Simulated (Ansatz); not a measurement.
In r²SCAN in the plane-wave PAW code Ansatz, Ag in the cubic phase (Fd-3m; Ag on 8a, Ag on 16d) relaxes to a = 7.636 Å.

Electronic character: metallic (no gap). Gap from r²SCAN with spin–orbit coupling: none (metallic).

The bulk modulus is 90.0 GPa.

The start of the workflow was typed in or built on a structure type; neither database checked (COD, Materials Project) lists it. It is not the phase usual at ambient conditions (space group No. 225). The r²SCAN relaxation kept the symmetry of its start; whether a distortion lowers the energy is not shown. No spin polarisation was allowed. Spin–orbit coupling is left out wherever it is not named.

Potentials: the earlier of the program's two PAW sets.
